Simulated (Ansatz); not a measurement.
Relaxed-ion elastic tensor of SnSe (zinc blende, F-43m) in GPa (Voigt order), the program Ansatz at the r²SCAN level (PAW); density 4.31 g/cm³, 38.06 Å³ per atom.

```
 30.6   33.4   33.4    0.0    0.0    0.0
 33.4   30.6   33.4    0.0    0.0    0.0
 33.4   33.4   30.6    0.0    0.0    0.0
  0.0    0.0    0.0  -14.7    0.0    0.0
  0.0    0.0    0.0    0.0  -14.7    0.0
  0.0    0.0    0.0    0.0    0.0  -14.7
```

Problem. Is the crystal mechanically stable?

Solution. No: the smallest eigenvalue of C is -14.7 GPa.

The start of the workflow was typed in or built on a structure type; neither database checked (COD, Materials Project) lists it. It is not the phase usual at ambient conditions (space group No. 62). Symmetry was held in the r²SCAN relaxation. At this level the phase is mechanically unstable. As this level gives no gap, shear constants depend on the k-mesh and smearing (Fermi–Dirac, 0.1 eV here). Scalar-relativistic: spin–orbit coupling is off unless named, which matters more the heavier the elements.

Potentials: the later of the program's two PAW sets.
